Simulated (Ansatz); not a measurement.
BiAu2:
```cif
data_Au4Bi2
_chemical_formula_sum 'Bi2 Au4'
_space_group_name_H-M_alt 'P 1'
_space_group_IT_number 1
_cell_length_a 5.67494
_cell_length_b 5.67494
_cell_length_c 5.67494
_cell_angle_alpha 60.000
_cell_angle_beta 60.000
_cell_angle_gamma 60.000
loop_
_space_group_symop_operation_xyz
  'x, y, z'
loop_
_atom_site_label
_atom_site_type_symbol
_atom_site_fract_x
_atom_site_fract_y
_atom_site_fract_z
_atom_site_occupancy
Bi1 Bi 0.00000 0.00000 0.00000 1
Bi2 Bi 0.25000 0.25000 0.25000 1
Au1 Au 0.62500 0.62500 0.12500 1
Au2 Au 0.62500 0.12500 0.62500 1
Au3 Au 0.62500 0.62500 0.62500 1
Au4 Au 0.12500 0.62500 0.62500 1
```

This is the r²SCAN-relaxed structure.

Question: All from r²SCAN (plane waves, PAW; program Ansatz), unless another level is named. Predict the formation energy from the elements (no fitted shifts).

Answer: 0.019 eV/atom.

Question: Next, the density of states at the Fermi level?

Answer: 0.19 states/eV per atom (mean over ±0.08 eV).

Space group Fd-3m (cubic Laves (MgCu2 type)). The first step of the workflow began from a Materials Project structure, measured or hypothetical; the Crystallography Open Database files this formula in space group No. 227, but the cells were not matched. Its standing as an ambient phase is unchecked. The r²SCAN relaxation kept the symmetry of its start; its stability against distortions is not shown here. The references are the lowest solids computed at this level, not always the standard phases. Scalar-relativistic: spin–orbit coupling is off unless named, which matters more the heavier the elements.

Potentials: the later of the program's two PAW sets.
